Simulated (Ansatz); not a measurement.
TiSb2 in space group I4/mcm (No. 140; Ti on 4a, Sb on 8h), r²SCAN in the plane-wave PAW code Ansatz, all energies at zero smearing, with the estimated change up to a 700 eV cutoff added, with one set of potentials and settings (totals compare only within such a set). Cell of 6 atoms (2 Ti, 4 Sb): -31007.782 eV.

```csv
element,reference phase,E (eV/atom)
Ti,"P6/mmm, 3 atoms in the cell",-2504.3896
Sb,"R-3m, 2 atoms in the cell",-6499.1272
```

Formation energy per atom, worked out: (-31007.782 − 2×(-2504.3896) − 4×(-6499.1272))/6 = -0.416 eV/atom (-40 kJ per mol of atoms), at 0 K, without zero-point energy or fitted corrections.

The first step of the workflow began from a Materials Project structure, measured or hypothetical; the Crystallography Open Database files this formula in space group No. 140, but the cells were not matched. Its standing as an ambient phase is unchecked. The cell was relaxed with r²SCAN under the symmetry of its start; its stability against distortions is not shown here. The run is not spin-polarised. The references are the lowest solids computed at this level, not always the standard phases. Spin–orbit coupling is left out wherever it is not named.

Potentials: the later of the program's two PAW sets.
